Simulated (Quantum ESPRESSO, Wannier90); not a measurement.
Au (bcc (W type), model phase): Wannier90 run

```
begin unit_cell_cart
ang
   -1.6572700000    1.6572700000    1.6572700000
    1.6572700000   -1.6572700000    1.6572700000
    1.6572700000    1.6572700000   -1.6572700000
end unit_cell_cart
begin atoms_frac
Au   0.0000000000  0.0000000000  0.0000000000
end atoms_frac
```

Materials Project entry mp-2647062; symmetrised, unrelaxed at this level. This isn't the element's usual structure (fcc); take it as a model of another phase. Method: PBEsol plane waves in Quantum ESPRESSO 7.5 (PseudoDojo norm-conserving files, 61 Ry, spinors with spin-orbit coupling), Bloch states on a 10×10×10 mesh through Γ, Wannier90 4.0.1. Density: 18×18×18 mesh, cold smearing 0.01 Ry.

A tight-binding model is made by disentanglement and projection with no localisation steps (num_iter = 0), so the 18 orbitals stay atom-like: hydrogen-like Au: s;p;d, axes along x, y, z; frozen window up to 1.50 eV relative to the Fermi level. It follows pw.x to 1.8 meV rms for states up to 1.0 eV relative to the Fermi level. Matrix elements depend on this choice of orbitals and windows.

The 45 largest hoppings ⟨m,0|H|n,R⟩ between different sites (one of each Hermitian pair; signs follow the real orbitals' lobes; the list may end inside a set of equal values):

| m | n | R | distance of the centres (Å) | t (eV) | Im t (eV) |
|---|---|---|---|---|---|
| Au1 px↑ | Au1 px↑ | 0 1 1 | 3.31 | 1.873 | 0.000 |
| Au1 px↓ | Au1 px↓ | 0 1 1 | 3.31 | 1.873 | 0.000 |
| Au1 py↑ | Au1 py↑ | 1 0 1 | 3.31 | 1.873 | 0.000 |
| Au1 py↓ | Au1 py↓ | 1 0 1 | 3.31 | 1.873 | 0.000 |
| Au1 pz↑ | Au1 pz↑ | 1 1 0 | 3.31 | 1.873 | 0.000 |
| Au1 pz↓ | Au1 pz↓ | 1 1 0 | 3.31 | 1.873 | 0.000 |
| Au1 px↑ | Au1 py↑ | 0 0 1 | 2.87 | 1.167 | -0.009 |
| Au1 px↓ | Au1 py↓ | 0 0 1 | 2.87 | 1.167 | 0.009 |
| Au1 py↑ | Au1 px↑ | 0 0 1 | 2.87 | 1.167 | 0.009 |
| Au1 py↓ | Au1 px↓ | 0 0 1 | 2.87 | 1.167 | -0.009 |
| Au1 px↑ | Au1 py↑ | 0 1 0 | 2.87 | -1.167 | -0.009 |
| Au1 px↓ | Au1 py↓ | 0 1 0 | 2.87 | -1.167 | 0.009 |
| Au1 py↑ | Au1 px↑ | 0 1 0 | 2.87 | -1.167 | 0.009 |
| Au1 py↓ | Au1 px↓ | 0 1 0 | 2.87 | -1.167 | -0.009 |
| Au1 px↑ | Au1 py↑ | 1 0 0 | 2.87 | -1.167 | -0.009 |
| Au1 px↓ | Au1 py↓ | 1 0 0 | 2.87 | -1.167 | 0.009 |
| Au1 py↑ | Au1 px↑ | 1 0 0 | 2.87 | -1.167 | 0.009 |
| Au1 py↓ | Au1 px↓ | 1 0 0 | 2.87 | -1.167 | -0.009 |
| Au1 px↑ | Au1 py↑ | 1 1 1 | 2.87 | 1.167 | -0.009 |
| Au1 px↓ | Au1 py↓ | 1 1 1 | 2.87 | 1.167 | 0.009 |
| Au1 py↑ | Au1 px↑ | 1 1 1 | 2.87 | 1.167 | 0.009 |
| Au1 py↓ | Au1 px↓ | 1 1 1 | 2.87 | 1.167 | -0.009 |
| Au1 pz↑ | Au1 px↑ | 0 0 1 | 2.87 | -1.167 | 0.001 |
| Au1 pz↑ | Au1 py↑ | 0 0 1 | 2.87 | -1.167 | -0.001 |
| Au1 pz↓ | Au1 px↓ | 0 0 1 | 2.87 | -1.167 | -0.001 |
| Au1 pz↓ | Au1 py↓ | 0 0 1 | 2.87 | -1.167 | 0.001 |
| Au1 px↑ | Au1 pz↑ | 0 0 1 | 2.87 | -1.167 | -0.001 |
| Au1 px↓ | Au1 pz↓ | 0 0 1 | 2.87 | -1.167 | 0.001 |
| Au1 py↑ | Au1 pz↑ | 0 0 1 | 2.87 | -1.167 | 0.001 |
| Au1 py↓ | Au1 pz↓ | 0 0 1 | 2.87 | -1.167 | -0.001 |
| Au1 pz↑ | Au1 px↑ | 0 1 0 | 2.87 | 1.167 | 0.001 |
| Au1 pz↑ | Au1 py↑ | 0 1 0 | 2.87 | -1.167 | 0.001 |
| Au1 pz↓ | Au1 px↓ | 0 1 0 | 2.87 | 1.167 | -0.001 |
| Au1 pz↓ | Au1 py↓ | 0 1 0 | 2.87 | -1.167 | -0.001 |
| Au1 px↑ | Au1 pz↑ | 0 1 0 | 2.87 | 1.167 | -0.001 |
| Au1 px↓ | Au1 pz↓ | 0 1 0 | 2.87 | 1.167 | 0.001 |
| Au1 py↑ | Au1 pz↑ | 0 1 0 | 2.87 | -1.167 | -0.001 |
| Au1 py↓ | Au1 pz↓ | 0 1 0 | 2.87 | -1.167 | 0.001 |
| Au1 pz↑ | Au1 px↑ | 1 0 0 | 2.87 | -1.167 | -0.001 |
| Au1 pz↑ | Au1 py↑ | 1 0 0 | 2.87 | 1.167 | -0.001 |
| Au1 pz↓ | Au1 px↓ | 1 0 0 | 2.87 | -1.167 | 0.001 |
| Au1 pz↓ | Au1 py↓ | 1 0 0 | 2.87 | 1.167 | 0.001 |
| Au1 px↑ | Au1 pz↑ | 1 0 0 | 2.87 | -1.167 | 0.001 |
| Au1 px↓ | Au1 pz↓ | 1 0 0 | 2.87 | -1.167 | -0.001 |
| Au1 py↑ | Au1 pz↑ | 1 0 0 | 2.87 | 1.167 | 0.001 |
